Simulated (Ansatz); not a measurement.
# Structure types of Be compared at 140 GPa

Structure types of Be are relaxed in primitive cells with their symmetry kept at 140 GPa, first on PAW files, then by LAPW. The enthalpy is E + pV at zero temperature, without zero-point motion. Only the types listed were tried, and differences under about 5 meV/atom are mesh noise.

All numbers are PBEsol results (scalar-relativistic) from Ansatz 0.2.0, with Fermi–Dirac smearing of 0.05 eV, no spin polarisation. Methods: LAPW: all electrons, basis error target 0.5 meV/atom; PAW: frozen-core files, cutoff 420 eV.

k meshes: fcc 25×25×25, bcc 25×25×25, hcp 23×23×13, sc 22×22×22, beta tin 24×24×24, simple hexagonal 24×24×22.

The PAW files were made under PBE.

```csv
start type,ends as,"a, b, c (Å)",V (Å³/atom),"H − H(lowest), LAPW (meV/atom)"
fcc,"fcc, Fm-3m","2.665, 2.665, 2.665",4.73,52.4
bcc,"bcc, Im-3m","2.113, 2.113, 2.113",4.72,48.1
hcp,"hcp, P6_3/mmc","1.900, 1.900, 3.044",4.76,0.0
sc,"sc, Pm-3m","1.747, 1.747, 1.747",5.33,1920.7
beta tin,"beta tin, I4_1/amd","3.324, 3.324, 1.811",5.00,?
simple hexagonal,"simple hexagonal, P6/mmm","1.813, 1.813, 1.789",5.09,?
```

Task: Fill in "H − H(lowest), LAPW (meV/atom)" for the row "beta tin".

Result: 1228.3.

Task: Give the missing entry: row "simple hexagonal", column "H − H(lowest), LAPW (meV/atom)".

Result: 1121.5.

Task: Split the lead of hcp over bcc into energy and pV.

Result: For bcc less hcp: ΔE = +84.4 meV/atom, and p·ΔV = 140 GPa × -0.0415 Å³ × 6.242 meV/(GPa·Å³) = -36.3 meV/atom, together 48.1 meV/atom. hcp wins by its internal energy, though it is the less dense.

Task: Would bcc gain on hcp at higher pressure?

Result: Yes: dH/dp = V, and its volume is smaller by 0.04 Å³/atom. Held constant, that would close the gap after about 190 GPa more, a rough figure, since the volume difference changes with pressure.
